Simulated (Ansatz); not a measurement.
Polymorphs of TiAl, each relaxed with r²SCAN (plane waves, PAW; program Ansatz):

A: P-6m2
a = 2.8707 Å, b = 2.8707 Å, c = 4.6295 Å, α = 90.00°, β = 90.00°, γ = 120.00°

| atom | site | symmetry | x | y | z |
|---|---|---|---|---|---|
| Ti | 1a | -6m2 | 0.0000 | 0.0000 | 0.0000 |
| Al | 1d | -6m2 | 0.3333 | 0.6667 | 0.5000 |

B: L1₀ or tetragonal B2 (P4/mmm)
a = 2.8100 Å, b = 2.8100 Å, c = 4.0661 Å, α = 90.00°, β = 90.00°, γ = 90.00°

```json
[
 {"atom": "Al", "site": "1d", "symmetry": "4/mmm", "x": "0.5000", "y": "0.5000", "z": "0.5000"},
 {"atom": "Ti", "site": "1a", "symmetry": "4/mmm", "x": "0.0000", "y": "0.0000", "z": "0.0000"}
]
```

C: CsCl type (Pm-3m)
a = 3.1715 Å, b = 3.1715 Å, c = 3.1715 Å, α = 90.00°, β = 90.00°, γ = 90.00°

```json
[
 {"atom": "Ti", "site": "1a", "symmetry": "m-3m", "x": "0.0000", "y": "0.0000", "z": "0.0000"},
 {"atom": "Al", "site": "1b", "symmetry": "m-3m", "x": "0.5000", "y": "0.5000", "z": "0.5000"}
]
```

Question: Put the candidates in order of energy per atom at 0 K, lowest first, for r²SCAN.

Answer: B (+0 meV/atom), C (+139 meV/atom), A (+179 meV/atom)

Not the usual ambient phase: A; C. Perhaps ordered models of mixed-site phases: A. All cells were relaxed under the symmetry of their starts (and spin orders); stability against distortions was not tested throughout. Rows with no word on spin ran without spin polarisation.

Energies hold the estimated change up to a 700 eV cutoff; steps of a few meV lie near the error of the meshes.

Potentials: the later of the program's two PAW sets.
